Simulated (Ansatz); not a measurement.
The cell below belongs to a search over invented structures; it isn't taken from experiment.

Input and command of a plane-wave DFT calculation in Ansatz:

```yaml
crystal:
  lattice:
    - [1.8539717913, -4.7380333471, 0.0]
    - [1.8539717913, 4.7380333471, 0.0]
    - [0.0, 0.0, 9.6844375264]
  atoms:
    - { symbol: Zn, position: [0.198584509, 0.801415491, 0.75] }
    - { symbol: Zn, position: [0.801415491, 0.198584509, 0.25] }
    - { symbol: Ni, position: [0.8632357985, 0.1367642015, 0.5574795929], spin: 2.0 }
    - { symbol: Ni, position: [0.8632357985, 0.1367642015, 0.9425204071], spin: -2.0 }
    - { symbol: Ni, position: [0.1367642015, 0.8632357985, 0.4425204071], spin: 2.0 }
    - { symbol: Ni, position: [0.1367642015, 0.8632357985, 0.0574795929], spin: -2.0 }
    - { symbol: O, position: [0.0464641325, 0.9535358675, 0.6106745046] }
    - { symbol: O, position: [0.0464641325, 0.9535358675, 0.8893254954] }
    - { symbol: O, position: [0.3114586082, 0.6885413918, 0.9482249765] }
    - { symbol: O, position: [0.3114586082, 0.6885413918, 0.5517750235] }
    - { symbol: O, position: [0.9535358675, 0.0464641325, 0.3893254954] }
    - { symbol: O, position: [0.9535358675, 0.0464641325, 0.1106745046] }
    - { symbol: O, position: [0.6885413918, 0.3114586082, 0.4482249765] }
    - { symbol: O, position: [0.6885413918, 0.3114586082, 0.0517750235] }
    - { symbol: O, position: [0.2171499969, 0.7828500031, 0.25] }
    - { symbol: O, position: [0.7828500031, 0.2171499969, 0.75] }
basis:
  ecutwfc: 420
kpoints:
  mp_grid: { grid: [10, 10, 4] }
hamiltonian:
  xc: pbe
scf:
  occupations: { method: gaussian, width: 0.1 }
output:
  forces: true
  stress: true
  eigenvalues: true
  populations: true
magnetization:
  spin_polarized: true
relax:
  adjacent_minimum: "off"
  f_tol: 0.01
  max_steps: 40
  cell: { stress_tol: 0.05 }
```

```bash
ansatz run input.yaml --threads 1 --pin off --max-ram 2560MiB --backend cpu --events-out ev --progress --plain --runs-dir out
```

Processor: Intel(R) Xeon(R) 6975P-C (Granite Rapids), 1 thread, on a host shared with other jobs.

**Question.** How long does it run, and how much memory does it take?

**Answer.** About 8.7 min, peak memory 2.1 GiB. It solves 99 bands at 117 k points (after reduction by symmetry) with about 3341 plane waves (on the last cell), in 29 SCF iterations over 2 ionic steps.
